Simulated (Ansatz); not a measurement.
A: C (graphite type, space group P6_3/mmc), a = b = 2.4581 Å, c = 6.5649 Å, α = β = 90.00°, γ = 120.00°
B: TiS2 (CdI2 type), a = b = 3.2979 Å, c = 5.3399 Å, α = β = 90.00°, γ = 120.00°
C: SnS (GeS type, space group Pnma), a = 10.912 Å, b = 3.954 Å, c = 4.111 Å, α = 90.00°, β = 90.00°, γ = 90.00°

Scan: energy against volume (even scaling of the relaxed cell, symmetry kept). All come from one method, each on a k mesh of its own. All were relaxed with their symmetry unable to fall. The PAW data are Ansatz's earlier set. TiS2 is run without spin polarisation.

### Question
Order them by bulk modulus at fixed cell shape (fitted) (highest first) at the level PBEsol-D3(BJ) (plane waves to 420 eV, PAW, scalar-relativistic; Ansatz, a first-principles code).

### Answer
A (303 GPa), B (60.5 GPa), C (49.7 GPa)

(Under strain, the slope of the energy per volume gives the stress and its curvature an elastic modulus.)
